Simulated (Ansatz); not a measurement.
**TaF3: stationary points along a deformation path**

Theory: Ansatz 0.2.0, DFT PBEsol, scalar-relativistic, plane waves, PAW. Cutoff 420 eV, Γ-centred 14×14×14 k-points, Gaussian smearing of 0.15 eV. Spin–orbit coupling is left out, which matters for the heavy elements here. No spin polarisation. Energies are free energies at this smearing, counted from the undisturbed cell; pressure is positive in compression.

The starting cell (as given, not relaxed at this level; it stands at 20.4 GPa, and it needn't be the usual structure):

```xyz
4
Lattice="3.9012 0.0000 0.0000 0.0000 3.9012 0.0000 0.0000 0.0000 3.9012" Properties=species:S:1:pos:R:3 pbc="T T T"
Ta    0.0000    0.0000    0.0000
F     1.9506    0.0000    0.0000
F     0.0000    1.9506    0.0000
F     0.0000    0.0000    1.9506
```

At fixed volume and fractional coordinates, lengths along (0.577, 0.577, 0.577) are scaled against those across it; ρ is that ratio over its starting value. V = 14.843 Å³/atom. Δσ is the stress along the axis less the mean stress across it (compression positive).

| ρ | ΔE (meV/atom) | Δσ (GPa) | space group |
| --- | --- | --- | --- |
| 0.500 | 22.0 | 14.24 | R-3m |
| 0.600 | -94.1 | 6.17 | R-3m |
| 0.710 | -112.0 | -2.66 | R-3m |
| 0.850 | -47.5 | -7.45 | R-3m |
| 0.930 | -11.2 | -4.79 | R-3m |
| 1.000 | 0.0 | 0.00 | Pm-3m |
| 1.080 | -12.8 | 5.19 | R-3m |
| 1.200 | -57.3 | 7.01 | R-3m |
| 1.410 | -81.8 | -4.83 | R-3m |
| 1.700 | 144.3 | -37.10 | R-3m |
| 2.000 | 699.1 | -73.89 | R-3m |

**Question.** How does the stress give the slope of the energy, and where is the energy stationary?

**Answer.** Along the path d ln(length) is 2/3 d ln ρ on the axis and −1/3 d ln ρ across it, so dE/d ln ρ = −(2/3) V Δσ: the energy falls with ρ where Δσ is positive. Δσ vanishes or changes sign between ρ = 0.600 and 0.710, a minimum (near 0.67 by linear interpolation); at ρ = 1.000 (Pm-3m), a maximum at 0.0 meV/atom; between ρ = 1.200 and 1.410, a minimum (near 1.32 by linear interpolation). Pairs of stationary points between two samples would go unseen, and could change a minimum read from distant neighbours into a maximum. At ρ = 1.000 the cell is cubic, where symmetry alone makes the stress isotropic and the slope zero.

**Question.** Which shear constant sets the curvature at ρ = 1?

**Answer.** For a cubic crystal E/V = (2/3) C (ln ρ)² with C = C44, so Δσ = −2C ln ρ. The parabola of Δσ against ln ρ through ρ = 0.930, 1 and 1.080 gives C ≈ -33 GPa with the ions clamped, rough because the steps are large. It is the stress–strain coefficient at this cell's pressure of 20.4 GPa, not the zero-pressure constant. It is negative, so the cubic cell is unstable to this shear.

**Question.** Is the start the lowest point of the path?

**Answer.** No: ρ = 0.710 lies 112.0 meV/atom lower, with no sampled rise above the start on the way. Volume and inner coordinates are held, so a relaxed structure there would lie lower still.

No gap shows at this level, though a semilocal functional can close a small gap that the real compound has; without a gap these slopes depend on the k mesh and the smearing.